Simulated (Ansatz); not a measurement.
ScTi3C:
```yaml
crystal:
  lattice:
    - [4.26237, 0.00000, 0.00000]
    - [0.00000, 4.26237, 0.00000]
    - [0.00000, 0.00000, 4.26237]
  atoms:
    - { symbol: Sc, position: [0.00000, 0.00000, 0.00000] }
    - { symbol: Ti, position: [0.00000, 0.50000, 0.50000] }
    - { symbol: Ti, position: [0.50000, 0.00000, 0.50000] }
    - { symbol: Ti, position: [0.50000, 0.50000, 0.00000] }
    - { symbol: C, position: [0.50000, 0.50000, 0.50000] }
```

Relaxed with PBEsol. Special points in fractions of this cell's reciprocal vectors: Γ (0.000, 0.000, 0.000); X (0.000, 0.500, 0.000); M (0.500, 0.500, 0.000); R (0.500, 0.500, 0.500).

Question: List the band energies nearest the Fermi level at these points for PBEsol in the plane-wave PAW code Ansatz.

Answer: In eV from the Fermi level; about four levels below and three above (degenerate sets whole), none deeper than 8.9 eV; points with the same levels are listed once.

```tsv
k	below	above
Γ	-1.37 -1.37 -1.37 -1.26 -1.26 -1.26	1.13 1.13 1.13
X	-0.49 -0.24 -0.24 -0.04	1.16 1.99 1.99
M	-0.27 -0.05 -0.05 -0.03	0.54 0.85 0.85
R	-2.04 -0.41 -0.41 -0.41	0.59 0.59 0.59
```

Space group Pm-3m (anti-perovskite). The start of the workflow was typed in or built on a structure type; neither database checked (COD, Materials Project) lists it. Its standing as an ambient phase is unchecked. The cell was relaxed with PBEsol under the symmetry of its start; its stability against distortions is not shown here. The run is not spin-polarised.

Potentials: the earlier of the program's two PAW sets. The files were generated under PBE; for other functionals the program regenerates the frozen cores, and for LDA and PBEsol the local potential too.
